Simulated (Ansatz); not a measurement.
SrAlO₂F:
```yaml
crystal:
  lattice:
    - [3.77881, 0.00000, 0.00000]
    - [0.00000, 3.77881, 0.00000]
    - [0.00000, 0.00000, 3.82066]
  atoms:
    - { symbol: Sr, position: [0.50000, 0.50000, 0.50000] }
    - { symbol: Al, position: [0.00000, 0.00000, 0.00000] }
    - { symbol: O, position: [0.50000, 0.00000, 0.00000] }
    - { symbol: O, position: [0.00000, 0.50000, 0.00000] }
    - { symbol: F, position: [0.00000, 0.00000, 0.50000] }
```

Relaxed with r²SCAN. Special points in fractions of this cell's reciprocal vectors: Γ (0.000, 0.000, 0.000); X (0.000, 0.500, 0.000); M (0.500, 0.500, 0.000); Z (0.000, 0.000, 0.500); R (0.000, 0.500, 0.500); A (0.500, 0.500, 0.500).

### Question
List the band energies nearest the valence-band maximum at these points for DFT-r²SCAN in the program Ansatz with PAW potentials.

### Answer
In eV from the valence-band maximum; about four levels below and three above (degenerate sets whole), none deeper than 8.9 eV; points with the same levels are listed once.

```tsv
k	below	above
Γ	-1.96 -1.63 -0.91 -0.91	4.35 4.84 6.00
X	-2.62 -2.41 -2.21 -1.95	6.26 7.95 8.21
M	-2.92 -2.92 -2.16 -0.11	7.08 8.52 9.83 9.83
Z	-3.68 -2.67 -1.27 -1.27	6.92 7.17 7.93
R	-2.62 -2.30 -2.26 -1.88	7.66 8.00 8.26
A	-2.13 -1.78 -1.78 0.00	5.21 6.95 6.95
```

Space group P4/mmm. The start of the workflow was typed in or built on a structure type; neither database checked (COD, Materials Project) lists it. Its standing as an ambient phase is unchecked. The r²SCAN relaxation kept the symmetry of its start; whether a distortion lowers the energy is not shown. Spin–orbit coupling is left out wherever it is not named.

Potentials: the earlier of the program's two PAW sets. The files were generated under PBE; for other functionals the program regenerates the frozen cores, and for LDA and PBEsol the local potential too.
